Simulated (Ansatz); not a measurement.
# TaN: eigenvalues along the path

```
Ta N
1.0
     2.93800    0.00000    0.00000
    -1.46900    2.54438    0.00000
     0.00000    0.00000    2.88300
Ta N
1 1
Direct
  0.33333 0.66667 0.50000
  0.00000 0.00000 0.00000
```

Atoms are numbered in the order listed.

The geometry is COD entry 1538016, unchecked; take it as a test cell.

Spin–orbit coupling is left out, though it moves levels of the heavy atoms by tenths of an eV or more.

These are results of DFT, PBEsol, all-electron LAPW, scalar-relativistic in Ansatz 0.2.0, not measurements.

Settings: a Γ-centred 12×12×10 k mesh, Fermi–Dirac smearing of 0.02 eV, basis error target 0.5 meV/atom, no spin polarisation.

Path points, in fractions of the reciprocal vectors: Γ (0.000, 0.000, 0.000), M (0.500, 0.000, 0.000), K (0.333, 0.333, 0.000), A (0.000, 0.000, 0.500), L (0.500, 0.000, 0.500), H (0.333, 0.333, 0.500). Levels in eV from the Fermi level; bands 14 to 28, counted from the lowest band of the run. The gap is zero.

```
# k(1/Å) point b14 b15 b16 b17 b18 b19 b20 b21 b22 b23 b24 b25 b26 b27 b28
0.000 Γ -20.25 -20.23 -20.23 -20.23 -20.23 -20.21 -20.14 -17.79 -4.66 -4.66 -4.31 -3.01 2.10 3.49 3.49
0.088 - -20.25 -20.23 -20.23 -20.23 -20.23 -20.21 -20.14 -17.76 -4.76 -4.64 -4.27 -3.05 2.21 3.43 3.49
0.176 - -20.25 -20.23 -20.23 -20.23 -20.23 -20.21 -20.14 -17.68 -4.99 -4.58 -4.16 -3.16 2.49 3.26 3.50
0.265 - -20.24 -20.23 -20.23 -20.23 -20.23 -20.21 -20.15 -17.55 -5.33 -4.48 -3.99 -3.34 2.84 3.09 3.53
0.353 - -20.24 -20.23 -20.23 -20.23 -20.23 -20.21 -20.15 -17.38 -5.72 -4.36 -3.80 -3.56 2.66 3.50 3.57
0.441 - -20.24 -20.24 -20.23 -20.23 -20.22 -20.20 -20.16 -17.18 -6.13 -4.21 -3.81 -3.58 2.38 3.58 3.65
0.529 - -20.25 -20.24 -20.23 -20.22 -20.22 -20.20 -20.16 -16.94 -6.55 -4.06 -4.05 -3.37 2.16 3.48 3.76
0.617 - -20.25 -20.24 -20.23 -20.22 -20.21 -20.20 -20.17 -16.70 -6.94 -4.31 -3.88 -3.22 2.05 3.36 3.90
0.706 - -20.26 -20.24 -20.23 -20.22 -20.20 -20.19 -20.18 -16.44 -7.30 -4.55 -3.73 -3.15 2.10 3.25 4.09
0.794 - -20.26 -20.24 -20.23 -20.22 -20.19 -20.19 -20.18 -16.19 -7.62 -4.77 -3.59 -3.16 2.33 3.15 4.32
0.882 - -20.26 -20.24 -20.24 -20.22 -20.19 -20.19 -20.19 -15.96 -7.89 -4.95 -3.47 -3.25 2.69 3.06 4.56
0.970 - -20.27 -20.24 -20.24 -20.21 -20.19 -20.18 -20.18 -15.77 -8.11 -5.10 -3.38 -3.37 2.99 3.12 4.80
1.058 - -20.27 -20.24 -20.24 -20.21 -20.19 -20.18 -20.18 -15.62 -8.27 -5.20 -3.48 -3.31 2.94 3.53 5.01
1.147 - -20.27 -20.24 -20.24 -20.21 -20.19 -20.18 -20.17 -15.52 -8.37 -5.27 -3.56 -3.27 2.90 3.83 5.10
1.235 M -20.27 -20.24 -20.24 -20.21 -20.19 -20.18 -20.17 -15.49 -8.40 -5.29 -3.59 -3.26 2.89 3.94 5.09
1.286 - -20.27 -20.24 -20.24 -20.21 -20.19 -20.18 -20.17 -15.49 -8.39 -5.29 -3.69 -3.16 2.84 3.92 5.11
1.337 - -20.27 -20.24 -20.24 -20.21 -20.19 -20.18 -20.17 -15.47 -8.37 -5.29 -3.87 -2.97 2.70 3.86 4.87
1.387 - -20.27 -20.24 -20.24 -20.21 -20.19 -20.18 -20.17 -15.45 -8.34 -5.28 -4.07 -2.76 2.51 3.76 4.57
1.438 - -20.27 -20.24 -20.24 -20.21 -20.20 -20.18 -20.17 -15.42 -8.30 -5.28 -4.27 -2.53 2.30 3.60 4.28
1.489 - -20.27 -20.24 -20.24 -20.21 -20.20 -20.18 -20.17 -15.39 -8.24 -5.27 -4.48 -2.28 2.07 3.39 4.02
1.540 - -20.27 -20.24 -20.24 -20.21 -20.20 -20.18 -20.17 -15.35 -8.17 -5.27 -4.69 -2.02 1.85 3.12 3.79
1.591 - -20.27 -20.24 -20.24 -20.22 -20.20 -20.18 -20.17 -15.31 -8.10 -5.26 -4.90 -1.74 1.65 2.83 3.58
1.642 - -20.27 -20.25 -20.24 -20.22 -20.20 -20.18 -20.17 -15.27 -8.02 -5.26 -5.10 -1.44 1.47 2.53 3.38
1.693 - -20.27 -20.25 -20.24 -20.22 -20.20 -20.18 -20.17 -15.23 -7.94 -5.29 -5.25 -1.13 1.31 2.25 3.17
1.744 - -20.26 -20.25 -20.23 -20.22 -20.21 -20.18 -20.17 -15.19 -7.86 -5.46 -5.25 -0.81 1.17 1.99 2.97
1.795 - -20.26 -20.25 -20.23 -20.22 -20.21 -20.18 -20.17 -15.16 -7.79 -5.61 -5.25 -0.50 1.07 1.77 2.77
1.846 - -20.26 -20.25 -20.23 -20.22 -20.21 -20.18 -20.16 -15.14 -7.73 -5.73 -5.25 -0.22 1.00 1.59 2.59
1.897 - -20.26 -20.25 -20.23 -20.22 -20.21 -20.18 -20.16 -15.12 -7.69 -5.80 -5.25 -0.03 0.95 1.49 2.44
1.948 K -20.26 -20.25 -20.23 -20.22 -20.21 -20.18 -20.16 -15.11 -7.68 -5.82 -5.25 0.04 0.94 1.47 2.38
2.049 - -20.26 -20.25 -20.23 -20.22 -20.21 -20.18 -20.16 -15.14 -7.72 -5.73 -5.25 -0.16 0.99 1.41 2.69
2.151 - -20.26 -20.25 -20.23 -20.22 -20.21 -20.18 -20.17 -15.22 -7.79 -5.50 -5.23 -0.56 1.15 1.25 3.36
2.253 - -20.26 -20.24 -20.23 -20.22 -20.20 -20.18 -20.17 -15.37 -7.83 -5.19 -5.17 -1.01 1.14 1.39 4.04
2.355 - -20.26 -20.24 -20.24 -20.22 -20.20 -20.18 -20.18 -15.57 -7.80 -5.08 -4.86 -1.48 1.11 1.69 4.55
2.457 - -20.26 -20.24 -20.24 -20.22 -20.19 -20.19 -20.18 -15.82 -7.69 -4.95 -4.54 -1.94 1.16 2.02 4.77
2.559 - -20.26 -20.24 -20.24 -20.22 -20.19 -20.19 -20.18 -16.10 -7.48 -4.77 -4.29 -2.36 1.28 2.38 4.70
2.660 - -20.25 -20.24 -20.23 -20.22 -20.20 -20.19 -20.18 -16.40 -7.19 -4.54 -4.13 -2.74 1.48 2.73 4.42
2.762 - -20.25 -20.24 -20.23 -20.22 -20.21 -20.20 -20.17 -16.71 -6.83 -4.28 -4.10 -3.07 1.75 3.05 4.09
2.864 - -20.25 -20.24 -20.23 -20.23 -20.22 -20.20 -20.16 -17.00 -6.41 -4.17 -4.00 -3.37 2.08 3.32 3.82
2.966 - -20.24 -20.23 -20.23 -20.23 -20.23 -20.20 -20.16 -17.26 -5.95 -4.30 -3.71 -3.65 2.45 3.54 3.64
3.068 - -20.24 -20.23 -20.23 -20.23 -20.23 -20.21 -20.15 -17.48 -5.50 -4.44 -3.90 -3.44 2.80 3.22 3.56
3.170 - -20.25 -20.23 -20.23 -20.23 -20.23 -20.21 -20.15 -17.65 -5.09 -4.56 -4.11 -3.21 2.61 3.19 3.51
3.271 - -20.25 -20.23 -20.23 -20.23 -20.23 -20.21 -20.14 -17.75 -4.78 -4.64 -4.26 -3.06 2.24 3.41 3.49
3.373 Γ -20.25 -20.23 -20.23 -20.23 -20.23 -20.21 -20.14 -17.79 -4.66 -4.66 -4.31 -3.01 2.10 3.49 3.49
3.451 - -20.25 -20.23 -20.23 -20.22 -20.22 -20.21 -20.14 -17.76 -4.65 -4.65 -4.43 -2.91 2.15 3.20 3.20
3.529 - -20.25 -20.23 -20.23 -20.22 -20.22 -20.21 -20.14 -17.68 -4.72 -4.62 -4.62 -2.67 2.29 2.75 2.75
3.607 - -20.25 -20.23 -20.23 -20.22 -20.22 -20.22 -20.14 -17.55 -5.12 -4.57 -4.57 -2.34 2.29 2.29 2.51
3.685 - -20.24 -20.24 -20.24 -20.22 -20.22 -20.22 -20.14 -17.38 -5.57 -4.50 -4.50 -1.95 1.84 1.84 2.79
3.762 - -20.24 -20.24 -20.24 -20.23 -20.22 -20.22 -20.14 -17.16 -6.07 -4.42 -4.42 -1.49 1.41 1.41 3.12
3.840 - -20.24 -20.24 -20.24 -20.23 -20.21 -20.21 -20.14 -16.92 -6.58 -4.32 -4.32 -0.99 1.02 1.02 3.48
3.918 - -20.24 -20.24 -20.24 -20.23 -20.21 -20.21 -20.14 -16.64 -7.10 -4.23 -4.23 -0.44 0.68 0.68 3.89
3.996 - -20.25 -20.24 -20.24 -20.23 -20.21 -20.21 -20.14 -16.35 -7.61 -4.13 -4.13 0.14 0.39 0.39 4.31
4.074 - -20.25 -20.25 -20.25 -20.23 -20.20 -20.20 -20.14 -16.06 -8.09 -4.04 -4.04 0.17 0.17 0.70 4.06
4.152 - -20.26 -20.25 -20.25 -20.23 -20.20 -20.20 -20.14 -15.78 -8.53 -3.97 -3.97 0.01 0.01 1.24 3.80
4.230 - -20.26 -20.25 -20.25 -20.23 -20.20 -20.20 -20.14 -15.53 -8.91 -3.91 -3.91 -0.10 -0.10 1.69 3.56
4.307 - -20.27 -20.25 -20.25 -20.23 -20.19 -20.19 -20.14 -15.32 -9.21 -3.87 -3.87 -0.16 -0.16 2.04 3.36
4.385 - -20.27 -20.25 -20.25 -20.23 -20.19 -20.19 -20.14 -15.18 -9.40 -3.84 -3.84 -0.19 -0.19 2.26 3.24
4.463 A -20.27 -20.25 -20.25 -20.23 -20.19 -20.19 -20.14 -15.14 -9.46 -3.84 -3.84 -0.20 -0.20 2.33 3.19
4.551 - -20.27 -20.25 -20.25 -20.23 -20.19 -20.19 -20.14 -15.14 -9.42 -3.87 -3.87 -0.30 -0.16 2.43 3.16
4.639 - -20.27 -20.25 -20.25 -20.22 -20.19 -20.19 -20.14 -15.17 -9.31 -3.97 -3.96 -0.56 -0.02 2.68 3.08
4.728 - -20.27 -20.25 -20.25 -20.22 -20.20 -20.19 -20.15 -15.21 -9.12 -4.13 -4.11 -0.88 0.20 2.99 3.01
4.816 - -20.27 -20.25 -20.25 -20.22 -20.20 -20.19 -20.15 -15.26 -8.88 -4.32 -4.32 -1.20 0.51 2.93 3.37
4.904 - -20.27 -20.25 -20.24 -20.21 -20.20 -20.19 -20.16 -15.32 -8.61 -4.56 -4.54 -1.47 0.90 2.92 3.72
4.992 - -20.27 -20.24 -20.24 -20.21 -20.20 -20.20 -20.16 -15.39 -8.32 -4.83 -4.76 -1.66 1.36 2.97 4.06
5.080 - -20.27 -20.24 -20.24 -20.21 -20.20 -20.20 -20.17 -15.46 -8.05 -5.11 -4.97 -1.74 1.88 3.08 4.39
5.169 - -20.28 -20.24 -20.23 -20.21 -20.20 -20.19 -20.17 -15.53 -7.83 -5.38 -5.17 -1.70 2.46 3.23 4.71
5.257 - -20.28 -20.24 -20.23 -20.21 -20.20 -20.19 -20.17 -15.60 -7.66 -5.64 -5.35 -1.54 3.07 3.41 5.01
5.345 - -20.28 -20.23 -20.23 -20.22 -20.21 -20.18 -20.18 -15.66 -7.55 -5.86 -5.51 -1.29 3.59 3.69 5.29
5.433 - -20.29 -20.23 -20.22 -20.22 -20.21 -20.18 -20.18 -15.71 -7.48 -6.05 -5.63 -1.00 3.77 4.28 5.55
5.521 - -20.29 -20.23 -20.22 -20.22 -20.21 -20.18 -20.17 -15.75 -7.45 -6.18 -5.72 -0.72 3.92 4.79 5.77
5.610 - -20.29 -20.23 -20.22 -20.22 -20.21 -20.18 -20.17 -15.77 -7.44 -6.26 -5.78 -0.52 4.02 5.14 5.92
5.698 L -20.29 -20.23 -20.22 -20.22 -20.21 -20.18 -20.17 -15.78 -7.44 -6.29 -5.79 -0.44 4.05 5.27 5.98
5.749 - -20.29 -20.23 -20.22 -20.22 -20.21 -20.18 -20.17 -15.78 -7.43 -6.40 -5.69 -0.45 4.05 5.28 5.98
5.800 - -20.29 -20.23 -20.22 -20.22 -20.21 -20.18 -20.17 -15.77 -7.40 -6.61 -5.49 -0.47 4.06 5.30 5.98
5.850 - -20.29 -20.23 -20.22 -20.22 -20.21 -20.18 -20.17 -15.77 -7.35 -6.84 -5.27 -0.49 4.07 5.34 5.98
5.901 - -20.29 -20.23 -20.22 -20.22 -20.21 -20.18 -20.17 -15.76 -7.28 -7.07 -5.05 -0.53 4.09 5.39 6.00
5.952 - -20.29 -20.23 -20.22 -20.22 -20.21 -20.19 -20.17 -15.75 -7.29 -7.20 -4.85 -0.56 4.11 5.41 6.03
6.003 - -20.28 -20.23 -20.22 -20.22 -20.21 -20.19 -20.17 -15.74 -7.49 -7.12 -4.66 -0.59 4.13 5.41 6.08
6.054 - -20.28 -20.23 -20.22 -20.22 -20.21 -20.19 -20.17 -15.74 -7.68 -7.03 -4.50 -0.60 4.16 5.38 6.16
6.105 - -20.28 -20.23 -20.22 -20.22 -20.21 -20.19 -20.17 -15.73 -7.85 -6.94 -4.36 -0.61 4.20 5.33 6.25
6.156 - -20.28 -20.23 -20.23 -20.22 -20.21 -20.20 -20.16 -15.72 -8.00 -6.86 -4.24 -0.59 4.24 5.25 6.34
6.207 - -20.28 -20.23 -20.23 -20.22 -20.21 -20.20 -20.16 -15.71 -8.12 -6.79 -4.14 -0.57 4.27 5.17 6.43
6.258 - -20.28 -20.23 -20.23 -20.21 -20.21 -20.20 -20.16 -15.71 -8.22 -6.73 -4.07 -0.53 4.31 5.09 6.51
6.309 - -20.28 -20.23 -20.23 -20.21 -20.21 -20.20 -20.16 -15.70 -8.29 -6.69 -4.02 -0.50 4.34 5.02 6.57
6.360 - -20.28 -20.23 -20.23 -20.21 -20.21 -20.20 -20.16 -15.70 -8.33 -6.67 -4.00 -0.47 4.36 4.97 6.61
6.411 H -20.28 -20.23 -20.23 -20.21 -20.21 -20.21 -20.16 -15.70 -8.35 -6.66 -3.99 -0.45 4.36 4.95 6.63
6.512 - -20.28 -20.23 -20.23 -20.21 -20.21 -20.20 -20.16 -15.70 -8.29 -6.69 -4.02 -0.52 4.33 5.01 6.57
6.614 - -20.28 -20.23 -20.22 -20.22 -20.21 -20.20 -20.16 -15.70 -8.13 -6.76 -4.09 -0.71 4.23 5.10 6.39
6.716 - -20.28 -20.24 -20.22 -20.22 -20.21 -20.20 -20.17 -15.70 -7.87 -6.87 -4.18 -1.00 4.06 5.05 6.11
6.818 - -20.28 -20.24 -20.22 -20.22 -20.20 -20.19 -20.17 -15.68 -7.52 -7.01 -4.27 -1.33 3.85 4.72 5.76
6.920 - -20.28 -20.24 -20.22 -20.22 -20.20 -20.19 -20.18 -15.64 -7.19 -7.10 -4.35 -1.62 3.62 4.14 5.42
7.022 - -20.28 -20.24 -20.23 -20.21 -20.20 -20.18 -20.18 -15.59 -7.42 -6.63 -4.40 -1.82 3.39 3.41 5.08
7.123 - -20.27 -20.24 -20.23 -20.21 -20.20 -20.19 -20.17 -15.52 -7.69 -6.13 -4.42 -1.91 2.65 3.19 4.73
7.225 - -20.27 -20.25 -20.23 -20.21 -20.20 -20.19 -20.17 -15.45 -8.02 -5.62 -4.39 -1.86 1.93 3.03 4.36
7.327 - -20.27 -20.25 -20.24 -20.21 -20.20 -20.19 -20.16 -15.37 -8.37 -5.13 -4.33 -1.68 1.29 2.93 3.98
7.429 - -20.27 -20.25 -20.24 -20.21 -20.20 -20.19 -20.15 -15.30 -8.71 -4.68 -4.22 -1.40 0.76 2.91 3.59
7.531 - -20.27 -20.25 -20.25 -20.22 -20.20 -20.19 -20.15 -15.23 -9.01 -4.31 -4.10 -1.04 0.34 2.95 3.18
7.633 - -20.27 -20.25 -20.25 -20.22 -20.19 -20.19 -20.14 -15.18 -9.26 -4.04 -3.97 -0.65 0.04 2.78 3.05
7.734 - -20.27 -20.25 -20.25 -20.23 -20.19 -20.19 -20.14 -15.15 -9.41 -3.89 -3.88 -0.33 -0.14 2.46 3.15
7.836 A -20.27 -20.25 -20.25 -20.23 -20.19 -20.19 -20.14 -15.14 -9.46 -3.84 -3.84 -0.20 -0.20 2.33 3.19
```
